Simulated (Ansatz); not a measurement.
AlGaSb₂ in space group R3m (No. 160; Al on 3a, Ga on 3a, Sb on 3a, Sb on 3a), the program Ansatz at the PBEsol level (PAW). The conduction-band minimum lies at Γ, with 1 equivalent valley. Second derivatives d²E/dk² of the lowest band at one valley (eV·Å²), along Cartesian directions:

```tsv
direction	d²E/dk²
[100]	283.9
[010]	283.9
[001]	199.0
[110]	283.9
[101]	241.6
[011]	241.5
```

Task: Find the principal effective masses, the density-of-states mass and the conductivity mass.

Result: Off-diagonal terms follow from H_xy = H[110] − (H_xx + H_yy)/2, and m*/mₑ = 7.620 eV·Å² over each eigenvalue: 0.027, 0.027, 0.038. One valley's DOS mass (m₁m₂m₃)^(1/3) = 0.030, conductivity mass 3/(Σ 1/mᵢ) = 0.030 mₑ.

Task: What effective density of states Nc follows at 300 K for parabolic valleys?

Result: Nc = 2.509e19 × 1 × (0.030)^(3/2) ≈ 1.3e17 cm⁻³.

The workflow started from a Materials Project entry (that database holds measured and hypothetical structures alike); the Crystallography Open Database copy checked does not list it. With Al and Ga taken as one species the cell has the higher symmetry F-43m, so it may be an ordered model of a mixed-site phase. Whether it is the stable phase at ambient conditions was not checked. Symmetry was held in the PBEsol relaxation; of distortions, only those at the zone centre were tested. Spin–orbit coupling is left out wherever it is not named.

Potentials: the later of the program's two PAW sets.

Edges and masses are those of Kohn–Sham bands, whose gap is no quasiparticle gap.
